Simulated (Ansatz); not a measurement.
Space group R-3m:H (No. 166). a = 4.569 Å, b = 4.569 Å, c = 26.179 Å, α = 90.00°, β = 90.00°, γ = 120.00°
| atom | site | symmetry | x | y | z |
| --- | --- | --- | --- | --- | --- |
| Ba | 3a | -3m | 0.0000 | 0.0000 | 0.0000 |
| Li | 6c | 3m | 0.6667 | 0.3333 | 0.7636 |
| Mg | 6c | 3m | 0.0000 | 0.0000 | 0.8643 |
| Si | 6c | 3m | 0.0000 | 0.0000 | 0.7587 |

Equation of state of this BaLi$_{2}$Mg$_{2}$Si$_{2}$ structure (not necessarily the ground state), with shape and atoms relaxed at each volume where symmetry leaves them free. It has no gap at any of these volumes. Computed with DFT r2SCAN, scalar-relativistic, plane waves, PAW in Ansatz 0.2.0.

Plane waves to 500 eV, a k mesh through Γ of 9×9×9 on the computed 7-atom cell and Gaussian smearing (0.10 eV); no spin polarisation.

```tsv
V (Å³/atom)	E − E(largest V) (meV/atom)	P (GPa)
21.181	2.14	2.92
21.857	-6.80	1.35
22.533	-9.58	0.00
23.209	-7.06	-1.16
23.885	0.00	-2.16
```

**Question.** Fit a third-order Birch–Murnaghan equation to E(V).

**Answer.** V0 = 22.53 Å³/atom, B0 = 42 GPa, B0' = 4.1.

Spin-orbit coupling is left out, which matters for the bands of heavy elements.